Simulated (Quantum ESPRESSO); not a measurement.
## TaZr2O5F3 (convergence and cost over cutoff and k mesh)

Computed values, not a measurement. The program is pw.x of Quantum ESPRESSO 7.5 (plane-wave density functional theory). The cell is made up: 11 atoms on a rutile lattice with one site empty, with randomly drawn elements, strain and displacements, not relaxed. PseudoDojo standard norm-conserving files (v0.5 for PBE, v0.4.1 for LDA and PBEsol) set the functional; there is no spin polarisation, spin-orbit coupling or dispersion term, and the masses in the input are unused placeholders.

Input of the run in row 4:

```
&control calculation='scf', pseudo_dir='./dojo.nc.sr.pbe.v0_5.standard.upf', outdir='./o', disk_io='low', tprnfor=.true., tstress=.true. /
&system ibrav=0, nat=11, ntyp=4, nbnd=50, ecutwfc=84.00895049, nosym=.true., tot_charge=0,
 occupations='smearing', smearing='fd', degauss=0.0018374661
/
&electrons conv_thr=7.350e-09, electron_maxstep=60, /
ATOMIC_SPECIES
F 1.0 F.upf
O 1.0 O.upf
Ta 1.0 Ta.upf
Zr 1.0 Zr.upf
CELL_PARAMETERS angstrom
4.7277 -0.0149 0.0333
-0.0149 4.7115 0.0756
0.044 0.0998 6.1108
ATOMIC_POSITIONS angstrom
Ta -0.0481 0.0599 0.0476
Zr 2.3729 2.3913 1.5672
Zr 0.0235 0.1149 3.0282
O 1.4761 1.3908 0.1224
O 3.2869 3.2989 0.1339
F 3.7888 0.9496 1.5506
O 0.8596 3.7682 1.6387
O 1.5093 1.4391 3.0008
O 3.3796 3.3163 3.1354
F 3.7737 1.0471 4.6056
F 0.8885 3.8138 4.7038
K_POINTS automatic
5 5 4 1 1 1
```

The same cell was run at these settings. Meshes are shifted by half a step, and differences are from the last row, which is itself not exact.

| cutoff (eV) | k mesh | k points solved | threshold (eV) | free energy less the last row's (eV) | pressure (GPa) | largest stress difference (GPa) | largest force difference (eV/Å) | iterations | wall time (s) | k-point pools | processor |
| --- | --- | --- | --- | --- | --- | --- | --- | --- | --- | --- | --- |
| 800 | 2 x 2 x 2 | 4 | 1e-04 | 1.490 | 4.10 | 12.75 | 0.092 | 12 | 18 | 4 | Intel Xeon, 2023 or later |
| 1143 | 1 x 1 x 1 | 1 | 1e-07 | 0.544 | 17.89 | 5.84 | 1.106 | 17 | 29 | 4 | Intel Xeon, 2023 or later |
| 752 | 5 x 5 x 4 | 50 | 1e-07 | 2.788 | -3.92 | 20.89 | 0.019 | 17 | 91 | 4 | Intel Xeon, 2023 or later |
| 1143 | 5 x 5 x 4 | 50 | 1e-07 | 0.004 | 16.82 | 0.03 | 0.001 | 17 | 213 | 4 | Intel Xeon, 2023 or later |
| 1467 | 7 x 7 x 6 | 147 | 1e-07 | 0.000 | 16.84 | 0.00 | 0.000 | 17 | 637 | 4 | Intel Xeon, 2023 or later |

Each pool is one process. Wall times include start-up and a band step at six k points, which weighs most on the coarsest meshes. The runs were on shared virtual cores whose load varied, so times are rough.